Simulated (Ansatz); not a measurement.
Re (hcp, Mg type)

```
Re
1.0
    2.75787     0.00000     0.00000
   -1.37894     2.38839     0.00000
    0.00000     0.00000     4.46284
Re
2
Cartesian
  0.00000   1.59226   3.34713
  1.37894   0.79613   1.11571
```

E(V) scan at fixed shape, V₀ the volume above. Symmetry pins the atoms to their sites.

The numbers are results of r2SCAN (plane waves to 500 eV, PAW, scalar-relativistic; Ansatz, an electronic-structure program), not measurements. k mesh 20×20×11 (Γ-centred), Fermi-Dirac smearing 0.05 eV. Stress and pressure are positive under compression. Re is run without spin polarisation. Re was relaxed with its symmetry unable to fall. Spin-orbit coupling is left out, though Re is heavy. 

```json
[
 {"V/V₀": "0.840", "P (GPa)": "98.3"},
 {"V/V₀": "0.867", "P (GPa)": "75.6"},
 {"V/V₀": "0.893", "P (GPa)": "(withheld)"},
 {"V/V₀": "0.920", "P (GPa)": "38.8"},
 {"V/V₀": "0.947", "P (GPa)": "24.0"},
 {"V/V₀": "0.973", "P (GPa)": "11.2"},
 {"V/V₀": "1.000", "P (GPa)": "0.0"},
 {"V/V₀": "1.027", "P (GPa)": "(withheld)"},
 {"V/V₀": "1.053", "P (GPa)": "-18.0"},
 {"V/V₀": "1.080", "P (GPa)": "-25.2"},
 {"V/V₀": "1.107", "P (GPa)": "-31.5"},
 {"V/V₀": "1.133", "P (GPa)": "-36.8"},
 {"V/V₀": "1.160", "P (GPa)": "-41.4"}
]
```

Problem. Some entries are withheld; supply them.

Solution. 
- 0.893, P (GPa): 55.9
- 1.027, P (GPa): -9.7

(Under strain, the slope of the energy per volume gives the stress and its curvature an elastic modulus.)
